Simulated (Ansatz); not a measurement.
A geometry of Al$_{2}$O$_{3}$ away from equilibrium: step 2 of the relaxation of a relaxed Al2O3 cell shaken by Gaussian noise of σ = 0.08 Å a coordinate. All values below come from PBEsol (plane waves to 420 eV, PAW, scalar-relativistic; Ansatz, a program for electronic structure). Γ-centred k-mesh 4×4×8 on the run's cell (coarser than for final values), Fermi–Dirac smearing 0.05 eV.

```xyz
10
Lattice="5.4881 0.0012 0.0607 0.0012 5.4414 0.0759 0.0309 0.0386 2.7798" Properties=species:S:1:pos:R:3:forces:R:3 pbc="T T T" free_energy=-5469.900 pressure_GPa=3.5
O      0.0397     0.0434    -0.0466    0.8642    0.1724    0.0463
O      2.7482     2.8863     0.0358   -0.9197   -1.0236    0.1798
O      0.8310     3.4882     1.5725   -1.8752   -1.6055   -2.1337
O      3.6253     4.7384     1.4214    0.0728    0.6335    0.1053
O      2.0871     0.8848     1.4264   -0.8333    0.2281    0.1742
O      4.6935     1.9998     1.3451   -0.2306   -0.0117   -0.7100
Al     1.6049     4.3766    -0.1058    1.0253    2.3985    2.2236
Al     4.2847     3.7550     0.0468    1.0672    0.0426   -0.0853
Al     1.0647     1.7569    -0.0205    0.8654   -0.7745    0.1885
Al     3.8469     1.0080     0.0015   -0.0363   -0.0599    0.0112
```

Positions in Å, forces in eV/Å, free energy of the cell in eV (comparable only within this code, potentials and settings). Largest force: 3.43 eV/Å, on Al7 (atoms numbered as listed); the geometry lies 0.73 eV/atom above the end of its relaxation.

No spin polarisation in the result.

The end of the path is a generated cell of Al2O3: the first start was made by placing the elements on the sites of a structure type, and the end was not matched to a known phase here, so it may be hypothetical. Known forms of Al2O3 include space group No. 167.
